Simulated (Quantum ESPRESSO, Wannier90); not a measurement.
Wannier functions of TiC (rock salt)

Materials Project entry mp-631; symmetrised, unrelaxed at this level. COD (Crystallography Open Database) has an entry of this formula and space group (matched by these alone). Level: PBEsol, no spin polarisation, no spin-orbit coupling; pw.x of Quantum ESPRESSO at 68 Ry with PseudoDojo potentials, 12×12×12 k-points, Wannier90. Density: 12×12×12 mesh, cold smearing 0.01 Ry.

On the energy scale of pw.x, whose zero is arbitrary, the Fermi level lies at 14.66 eV.

Input w.win:

```
num_bands = 1
num_wann = 1
exclude_bands = 2-26
num_iter = 800
conv_tol = 1.0e-6
conv_window = 4
write_hr = true
write_u_matrices = true
auto_projections = true
begin unit_cell_cart
ang
    0.0000000000    2.1657200000    2.1657200000
    2.1657200000    0.0000000000    2.1657200000
    2.1657200000    2.1657200000    0.0000000000
end unit_cell_cart
begin atoms_frac
Ti   0.0000000000  0.0000000000  0.0000000000
C    0.5000000000  0.5000000000  0.5000000000
end atoms_frac
mp_grid = 12 12 12
begin kpoints
0.0000000000 0.0000000000 0.0000000000
0.0000000000 0.0000000000 0.0833333333
0.0000000000 0.0000000000 0.1666666667
... (1725 more lines: the 12x12x12 mesh through Gamma)
end kpoints
```

Input of pw2wannier90.x that gives the overlap and projection files (equivalent; here they were cut from one run over all bands):

```
&inputpp
  outdir = './out'
  prefix = 'pwscf'
  seedname = 'w'
  write_amn = .true.
  write_mmn = .true.
  atom_proj = .true.
  atom_proj_exclude = 2 3 4 5 6 7 8 9 10 11 12 13 14
/
```

Output w.wout (banner and timings cut):

```
                                    ------
                                    SYSTEM
                                    ------

                              Lattice Vectors (Ang)
                    a_1     0.000000   2.165720   2.165720
                    a_2     2.165720   0.000000   2.165720
                    a_3     2.165720   2.165720   0.000000

                   Unit Cell Volume:      20.31594  (Ang^3)

                        Reciprocal-Space Vectors (Ang^-1)
                    b_1    -1.450600   1.450600   1.450600
                    b_2     1.450600  -1.450600   1.450600
                    b_3     1.450600   1.450600  -1.450600

 *----------------------------------------------------------------------------*
 |   Site       Fractional Coordinate          Cartesian Coordinate (Ang)     |
 +----------------------------------------------------------------------------+
 | ti   1   0.00000   0.00000   0.00000   |    0.00000   0.00000   0.00000    |
 | c    1   0.50000   0.50000   0.50000   |    2.16572   2.16572   2.16572    |
 *----------------------------------------------------------------------------*
                                ------------
                                K-POINT GRID
                                ------------

             Grid size = 12 x 12 x 12      Total points = 1728

 *---------------------------------- MAIN ------------------------------------*
 |  Number of Wannier Functions               :                 1             |
 |  Number of Objective Wannier Functions     :                 1             |
 |  Number of input Bloch states              :                 1             |
 |  Output verbosity (1=low, 5=high)          :                 1             |
 |  Timing Level (1=low, 5=high)              :                 1             |
 |  Optimisation (0=memory, 3=speed)          :                 3             |
 |  Length Unit                               :               Ang             |
 |  Post-processing setup (write *.nnkp)      :                 F             |
 |  Using Gamma-only branch of algorithms     :                 F             |
 *----------------------------------------------------------------------------*
 *------------------------------- WANNIERISE ---------------------------------*
 |  Total number of iterations                :               800             |
 |  Number of CG steps before reset           :                 5             |
 |  Trial step length for line search         :             2.000             |
 |  Convergence tolerence                     :         0.100E-05             |
 |  Convergence window                        :                 4             |
 |  Iterations between writing output         :                 1             |
 |  Iterations between backing up to disk     :               100             |
 |  Write r^2_nm to file                      :                 F             |
 |  Write xyz WF centres to file              :                 F             |
 |  Write on-site energies <0n|H|0n> to file  :                 F             |
 |  Use guiding centre to control phases      :                 F             |
 |  Use phases for initial projections        :                 F             |
 *----------------------------------------------------------------------------*
 *-------------------------------- PLOTTING ----------------------------------*
 |  Plotting Hamiltonian in WF basis          :                 T             |
 *----------------------------------------------------------------------------*

       ... (k-mesh section left out)

 Starting a new Wannier90 calculation ...

 Reading overlaps from w.mmn

 Reading projections from w.amn

 *------------------------------- WANNIERISE ---------------------------------*
 +--------------------------------------------------------------------+<-- CONV
 | Iter  Delta Spread     RMS Gradient      Spread (Ang^2)            |<-- CONV
 +--------------------------------------------------------------------+<-- CONV

 ------------------------------------------------------------------------------
 Initial State
  WF centre and spread    1  ( -0.000000,  0.000000, -0.000000 )     0.32860036
  Sum of centres and spreads ( -0.000000,  0.000000, -0.000000 )     0.32860036

      0     0.329E+00     0.0000000000        0.3286003570  <-- CONV
        O_D=      0.0000000 O_OD=      0.0000000 O_TOT=      0.3286004 <-- SPRD
 ------------------------------------------------------------------------------
      1     0.000E+00     0.0000000000        0.3286003570  <-- CONV
        O_D=      0.0000000 O_OD=      0.0000000 O_TOT=      0.3286004 <-- SPRD
      2     0.000E+00     0.0000000000        0.3286003570  <-- CONV
        O_D=      0.0000000 O_OD=      0.0000000 O_TOT=      0.3286004 <-- SPRD
      3     0.000E+00     0.0000000000        0.3286003570  <-- CONV
        O_D=      0.0000000 O_OD=      0.0000000 O_TOT=      0.3286004 <-- SPRD
      4     0.000E+00     0.0000000000        0.3286003570  <-- CONV
        O_D=      0.0000000 O_OD=      0.0000000 O_TOT=      0.3286004 <-- SPRD
             <<<     Delta < 1.000E-06  over  4 iterations     >>>
             <<< Wannierisation convergence criteria satisfied >>>
 Final State
  WF centre and spread    1  ( -0.000000,  0.000000, -0.000000 )     0.32860036
  Sum of centres and spreads ( -0.000000,  0.000000, -0.000000 )     0.32860036

         Spreads (Ang^2)       Omega I      =     0.328600357
        ================       Omega D      =     0.000000000
                               Omega OD     =     0.000000000
    Final Spread (Ang^2)       Omega Total  =     0.328600357
```
